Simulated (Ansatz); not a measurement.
**Strain response of BW₂**

Method: DFT r2SCAN, scalar-relativistic, plane waves, PAW in Ansatz 0.2.0. Settings: 500 eV cutoff, 6×6×8 k-mesh, Gaussian smearing of 0.10 eV, no spin polarisation.

Starting point, cell and atoms relaxed:

```
CELL_PARAMETERS angstrom
5.55951 0.00000 0.00000
0.00000 5.55951 0.00000
0.00000 0.00000 4.76096
ATOMIC_POSITIONS crystal
B 0.00000 0.00000 0.25000
B 0.00000 0.00000 0.75000
B 0.50000 0.50000 0.75000
B 0.50000 0.50000 0.25000
W 0.16994 0.66994 0.00000
W 0.33006 0.16994 0.00000
W 0.33006 0.83006 0.50000
W 0.16994 0.33006 0.50000
W 0.66994 0.16994 0.50000
W 0.83006 0.66994 0.50000
W 0.83006 0.33006 0.00000
W 0.66994 0.83006 0.00000
```

Deformation: biaxial strain in the a-b plane, with the length and tilt of c and the atoms relaxed, all within the symmetry that the strain leaves. Energies are extrapolated to zero smearing. Stress is positive in compression, on the Cartesian axes of the cell above. On this cell's mesh the reference holds a stress of up to 0.27 GPa.

Spin–orbit coupling is left out, which can shift energies with elements as heavy as these.

```
strain (%)  ΔE (meV/atom) a (Å) b (Å) c (Å)  σxx (GPa)  σyy (GPa)  σzz (GPa)
      -2.0              ?  5.448  5.448      ?          ?          ?          ?
      +0.0            0.0  5.560  5.560  4.761      -0.04      -0.04       0.27
      +2.0           16.9  5.671  5.671  4.679     -10.54     -10.54      -0.01
```

(1) Fill in the row at -2.0 %.

## Answers

(1) ΔE 17.1 meV/atom; c 4.851 Å; σxx 12.13 GPa; σyy 12.13 GPa; σzz 0.01 GPa.